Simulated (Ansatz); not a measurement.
Level of theory: DFT PBE, scalar-relativistic, plane waves, PAW in Ansatz. All cells share a 420 eV cutoff and Γ-centred k meshes spaced at most about 0.3 Å⁻¹ (about 0.25 or finer for metals, 2π included). No spin polarisation in the final relaxations.

All energies are static (0 K, no zero-point motion). All come from trial cells, and lower structures may exist.

Question: Order these relaxed structures of Hf3SiMo by energy, lowest first, with the energy over the lowest of them.
A. Space group Pmmm (No. 47), orthorhombic, a = 4.901 Å, b = 4.934 Å, c = 6.029 Å. Around Hf on a site of symmetry mm2 lie 2 Si at 2.84 Å, 3 Hf at 2.85–2.87 Å and 1 Hf at 3.16 Å; Hf on a site of symmetry mmm is surrounded by 2 Mo at 2.45 Å and 4 Hf at 2.85 Å; Si has 2 Mo at 2.47 Å, 4 Hf at 2.84 Å and 4 Hf at 3.48 Å; Mo has 2 Hf at 2.45 Å and 2 Si at 2.47 Å.
B. Space group Pm-3m (No. 221), cubic, a = 4.964 Å. Around Hf lie 2 Mo at 2.48 Å, 4 Si at 3.51 Å and 8 Hf at 3.51 Å; Si is surrounded by 12 Hf at 3.51 Å; around Mo lie 6 Hf at 2.48 Å.
C. Space group Pm-3m (No. 221), cubic, a = 4.822 Å. Hf has 2 Si at 2.41 Å, 4 Mo at 3.41 Å and 8 Hf at 3.41 Å; around Si lie 6 Hf at 2.41 Å; Mo is surrounded by 12 Hf at 3.41 Å.

Answer: C (0 meV/atom), B (309 meV/atom), A (592 meV/atom). Forms: C antiperovskite type, Pm-3m; B antiperovskite type, Pm-3m; A Pmmm. Counting Hf or Mo atoms around Si (for each partner element, those within 1.25 times its shortest distance or 1.15 times the sum of covalent radii, where it is the nearest in units of that sum or under 1.3; a plus sign parts groups by distance over the sum of covalent radii; the shortest distance is added where it exceeds 1.18 times the sum of covalent radii): C has Si 6; B has Si 12 from 3.5 Å; A has Si 6+4. Even the lowest lies +0.66 eV/atom against the elements.

These runs have no spin–orbit coupling, which can matter for Hf. A magnetic state wasn't ruled out in cells without spin, among them Pm-3m at 24.5 Å³/atom. Cells relaxed within their symmetry can be saddle points. Some structure types and database cells were kept out of the candidates from the start, so a known form may be missing.
